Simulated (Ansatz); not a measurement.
Structure types of VSi were relaxed at one common pressure (all-electron LAPW in Ansatz 0.2.0 under LDA, scalar-relativistic, no spin polarisation, zero temperature). They take these volumes:

```csv
type,space group,V (Å³/atom)
rocksalt,Fm-3m,11.53
CsCl,Pm-3m,10.65
zincblende,F-43m,15.00
distorted WC,P-6m2,10.80
flat h-MgO,P6_3/mmc,13.68
```

Question: At about which pressure, and is the densest type also the lowest in enthalpy?

Answer: 39 GPa. The densest is CsCl, and it is 182 meV/atom above distorted WC: its gain in pV doesn't pay for its higher energy here.
